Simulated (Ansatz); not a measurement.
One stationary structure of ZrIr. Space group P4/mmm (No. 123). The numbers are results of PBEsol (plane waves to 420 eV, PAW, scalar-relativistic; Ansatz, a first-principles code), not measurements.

```cif
data_IrZr
_chemical_formula_sum 'Ir1 Zr1'
_space_group_name_H-M_alt 'P 1'
_space_group_IT_number 1
_cell_length_a 3.68333
_cell_length_b 3.68333
_cell_length_c 2.83063
_cell_angle_alpha 90.000
_cell_angle_beta 90.000
_cell_angle_gamma 90.000
loop_
_space_group_symop_operation_xyz
  'x, y, z'
loop_
_atom_site_label
_atom_site_type_symbol
_atom_site_fract_x
_atom_site_fract_y
_atom_site_fract_z
_atom_site_occupancy
Ir1 Ir 0.00000 0.00000 0.00000 1
Zr1 Zr 0.50000 0.50000 0.00000 1
```

| Property | Value |
|---|---|
| Volume per atom | 19.20 Å³ |
| Band gap | zero (metallic) |
| Shortest distances | Ir–Zr 2.60 Å; Ir–Ir 2.83 Å; Zr–Zr 2.83 Å |
| k-mesh | 13×13×16 |

Band energies at high-symmetry points (eV from the Fermi level; labels of this space group; no spin-orbit coupling), from −5 eV up to 2.7 eV:

| point | energies |
|---|---|
| Γ | -4.58 -4.37 -1.27 -0.77 -0.77 |
| X | -3.42 -3.36 -2.17 -1.48 -1.25 -0.75 -0.48 0.07 |
| M | -4.97 -3.86 -3.75 -1.77 -1.39 -1.30 -1.30 0.22 0.22 |
| Z | -4.88 -4.61 -4.10 -3.68 -3.68 -0.75 1.68 1.68 |
| R | -3.90 -2.89 -2.84 -2.65 -1.76 -0.80 -0.57 0.01 1.30 |
| A | -3.41 -3.32 -1.11 2.00 2.00 |

No spin polarisation in the result.

The run could not lose the symmetry of its start.

All atoms sit on sites fixed by symmetry, so only the cell could relax.

The first start was generated by a random draw of sites in a space group. Materials Project lists a structure of ZrIr in the same space group, P4/mmm (No. 123); the sites were not compared with it, nor with measured phases.
